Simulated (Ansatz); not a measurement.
Here is an unrelaxed guess for ScSi2O3.

```yaml
crystal:
  lattice:
    - [-2.30449, 2.30449, 2.71328]
    - [2.30449, -2.30449, 2.71328]
    - [2.30449, 2.30449, -2.71328]
  atoms:
    - { symbol: Sc, position: [0.00000, 0.00000, 0.00000] }
    - { symbol: Si, position: [0.75000, 0.25000, 0.50000] }
    - { symbol: Si, position: [0.25000, 0.75000, 0.50000] }
    - { symbol: O, position: [0.50000, 0.00000, 0.50000] }
    - { symbol: O, position: [0.00000, 0.50000, 0.50000] }
    - { symbol: O, position: [0.50000, 0.50000, 0.00000] }
```

All numbers below come from DFT PBE, scalar-relativistic, plane waves, PAW (Ansatz). Plane waves to 420 eV, a k mesh through Γ of 6×6×6 on the computed 6-atom cell and Gaussian smearing (0.10 eV); no spin polarisation.

The zero of energy is the elements' standard structures at the same level (O₂ as a molecule); no fitted shifts are applied.

Question: Estimate its pressure, forces and energy as it stands.

Answer: The pressure is 127.4 GPa (the mean over three directions, positive in compression), the largest force is 0.00 eV/Å (symmetry fixes the atoms), and the energy is +1.40 eV/atom against the elements. The shortest distance is 1.36 Å.

Question: How much does it gain on relaxing, and where does it end?

Answer: Relaxing gains about 2.0 eV/atom (the start's value is from the coarse mesh, so the gain is rough) in 27 ionic steps and ends at −0.60 eV/atom on the finer mesh. The symmetry stays I4/mmm (No. 139). The volume per atom grows by 25.8 %, from 9.6 to 12.1 Å³. The shortest distance goes from 1.36 Å (Si–O) to 1.98 Å (Si–O). The ratio c/a of the conventional cell changes by a factor of 1.57. Conventional cell: a = 4.280 Å, c = 7.913 Å. Around Sc lie 4 O at 2.14 Å and 8 Si at 2.91 Å; Si is surrounded by 2 O at 1.98 Å, 4 O at 2.91 Å and 4 Sc at 2.91 Å; O on a site of symmetry mmm has 2 Si at 1.98 Å, 2 O at 2.14 Å and 2 Sc at 2.14 Å; 1 more site not described.

The last run used a 12×12×12 mesh for its 6-atom cell and Gaussian smearing of 0.10 eV. An odd number of electrons in the primitive cell allows no gap without spin; a larger cell or a magnetic state could open one. The relaxation can't lower the symmetry of the start. A structure relaxed within its symmetry needn't be a true minimum. Another cell of ScSi2O3 relaxed alike, in R-3m, lies 1.23 eV/atom lower, so this cell isn't the stable form at this level.
